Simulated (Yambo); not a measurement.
A G0W0@PBEsol run in Yambo for a free-standing MgI2 monolayer (symmetry P-3m1, slab cell 16.3 Å high) (6×6×1 Γ-centred k mesh, bands 5 to 158 and a 7 Ry block in the screening, 158 bands in G with the Bruneval-Gonze terminator, plasmon pole fitted at 27.2 eV, slab-truncated Coulomb interaction, stochastic integration of W near q = 0) gives these matrix elements, in eV, at the band edges (Γ → M):

| state | E0 | <Vxc> | <Σx> | <Σc(E0)> | Z |
|---|---|---|---|---|---|
| valence edge | 0.000 | -11.572 | -14.315 | 1.042 | 0.804 |
| conduction edge | 3.619 | -9.055 | -5.119 | -2.666 | 0.825 |

Q: Solve the linearised quasiparticle equation for both states, give the gap, and say how exchange and correlation each act on it.

A: E = E0 + Z(Σx + Σc − Vxc). Valence: 0.000 + 0.804 × (-14.315 + (1.042) − (-11.572)) = -1.37 eV. Conduction: 3.619 + 0.825 × (-5.119 + (-2.666) − (-9.055)) = 4.67 eV. The gap is 6.03 eV, against 3.62 eV in PBEsol. Replacing Vxc by bare exchange alone would open it by 6.68 eV; correlation takes back 3.71 eV of that, and Z scales what is left. Nearest settings tried, and what they do to the gap: 98 bands in G: +3 meV; 98 bands in W, 98 bands in G: -6 meV; 6 Ry block (379 vectors against 525): -40 meV. Not varied: mesh, cell height. So the settings aren't converged at that level. Without spin-orbit coupling, band edges of such heavy elements can be off by tenths of an eV.

Geometry relaxed with PBEsol; primitive cell a = b = 4.1302 Å, c = 16.3000 Å, α = β = 90.00°, γ = 120.00°.

This is a model layer cut from the bulk structure; whether it is stable on its own was not checked.
